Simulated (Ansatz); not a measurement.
IrW:
```
CELL_PARAMETERS angstrom
      1.37753    -5.07033     0.00000
      1.37753     5.07033     0.00000
      0.00000     0.00000     4.29742
ATOMIC_POSITIONS crystal
  W  0.66362 0.33638 0.25000
  Ir 0.92476 0.07524 0.25000
  W  0.33638 0.66362 0.75000
  Ir 0.07524 0.92476 0.75000
```

Relaxed with PBEsol. Special points in fractions of this cell's reciprocal vectors: Γ (0.000, 0.000, 0.000); Y (-0.500, 0.500, 0.000); C0 (-0.268, 0.732, 0.000); Σ0 (0.268, 0.268, 0.000); Z (0.000, 0.000, 0.500); A0 (0.268, 0.268, 0.500); E0 (-0.268, 0.732, 0.500); T (-0.500, 0.500, 0.500); S (0.000, 0.500, 0.000); R (0.000, 0.500, 0.500).

List the band energies nearest the Fermi level at these points for plane-wave PAW PBEsol (Ansatz code).

In eV from the Fermi level; about four levels below and three above (degenerate sets whole), none deeper than 8.9 eV; points with the same levels are listed once.

| k | below | above |
|---|---|---|
| Γ | -1.48 -0.90 -0.82 -0.68 | 0.84 1.68 2.33 |
| Y | -1.28 -1.21 -1.19 -0.81 | 1.30 2.87 2.97 |
| C0 | -2.26 -1.76 -1.60 -0.71 | 0.40 1.54 2.06 |
| Z | -2.13 -2.13 -0.89 -0.89 | 0.15 0.15 1.39 1.39 |
| A0 | -1.49 -1.49 -0.31 -0.31 | 0.07 0.07 2.49 2.49 |
| T | -1.33 -1.33 -0.88 -0.88 | 2.05 2.05 2.54 2.54 |
| S | -2.25 -2.22 -0.95 -0.86 | 0.53 1.53 1.93 |
| R | -0.48 -0.48 -0.22 -0.22 | 1.86 1.86 3.38 3.38 |

Space group Cmcm. The start of the workflow was typed in or built on a structure type; neither database checked (COD, Materials Project) lists it. COD files the formula under space group No. 51. Its standing as an ambient phase is unchecked. Symmetry was held in the PBEsol relaxation; its stability against distortions is not shown here. The run is not spin-polarised. Spin–orbit coupling is left out wherever it is not named.

Potentials: the later of the program's two PAW sets.
